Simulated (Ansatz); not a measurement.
BaO:
```yaml
crystal:
  lattice:
    - [0.00000, 2.78672, 2.78672]
    - [2.78672, 0.00000, 2.78672]
    - [2.78672, 2.78672, 0.00000]
  atoms:
    - { symbol: Ba, position: [0.00000, 0.00000, 0.00000] }
    - { symbol: O, position: [0.50000, 0.50000, 0.50000] }
```

Relaxed with PBE. Special points in fractions of this cell's reciprocal vectors: Γ (0.000, 0.000, 0.000); X (0.500, 0.000, 0.500); U (0.625, 0.250, 0.625); K (0.375, 0.375, 0.750); L (0.500, 0.500, 0.500); W (0.500, 0.250, 0.750).

Task: List the band energies nearest the valence-band maximum at these points for plane-wave PAW PBE (Ansatz code).

Result: In eV from the valence-band maximum; about four levels below and three above (degenerate sets whole), none deeper than 8.9 eV; points with the same levels are listed once.

```json
[
 {"k": "Γ", "below": "-0.40 -0.40 -0.40", "above": "3.52 4.75 4.75 4.75"},
 {"k": "X", "below": "-0.19 -0.19 0.00", "above": "2.10 5.95 8.36"},
 {"k": "U", "below": "-0.90 -0.72 -0.14", "above": "3.44 6.34 6.95"},
 {"k": "L", "below": "-1.90 -1.39 -1.39", "above": "4.94 7.15 7.15"},
 {"k": "W", "below": "-1.28 -0.20 -0.20", "above": "4.54 4.54 6.81"}
]
```

Space group Fm-3m (rock salt). The PBE relaxation kept the symmetry of its start. Spin–orbit coupling is left out wherever it is not named.

Potentials: the later of the program's two PAW sets.
